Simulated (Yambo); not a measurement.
Yambo run on K2PtC2 (space group P-3m1, No. 164). The wavefunctions are PBEsol (Quantum ESPRESSO, PseudoDojo norm-conserving, 84 Ry, without SOC) ones on a 3×3×2 mesh (22 occupied bands); a = 5.1383 Å, b = 5.1383 Å, c = 5.1945 Å, α = 90.00°, β = 90.00°, γ = 120.00°.

Yambo input:

```
rim_cut
HF_and_locXC
RandQpts= 1000000
RandGvec= 1 Ry
EXXRLvcs= 84 Ry
VXCRLvcs= 336 Ry
% QPkrange
 1 | 1 | 22 | 23 |
 2 | 2 | 22 | 23 |
 4 | 4 | 22 | 23 |
 5 | 5 | 22 | 23 |
 6 | 6 | 22 | 23 |
%
```

k points by index: 1 = Γ, 2 = A, 4 = (0, 0.333, -0.5), 5 = K, 6 = H.

Table of the .hf output:

```
#    K-point    Band    Eo [eV]    Ehf [eV]    Vxc [eV]    Vnlxc [eV]
#
    1    22    -1.465073    -6.264964    -19.25567    -24.05556
    1    23    3.643137    7.594739    -9.172695    -5.221093
    2    22    0.000000    -3.234998    -18.34868    -21.58367
    2    23    2.054710    6.283818    -10.97108    -6.741973
    4    22    -0.027294    -3.253884    -18.23302    -21.45961
    4    23    1.188191    4.696400    -9.844598    -6.336388
    5    22    -1.454286    -6.172861    -19.10235    -23.82092
    5    23    2.544527    6.238570    -8.693906    -4.999863
    6    22    -0.073362    -3.304466    -18.10239    -21.33350
    6    23    1.430707    4.958702    -10.08309    -6.555093
```
Exchange alone, without screening.

Geometry of the Materials Project entry, not relaxed at this level.

The structure is a Materials Project entry; no match was found in the copy of COD used, and its stability was not checked.
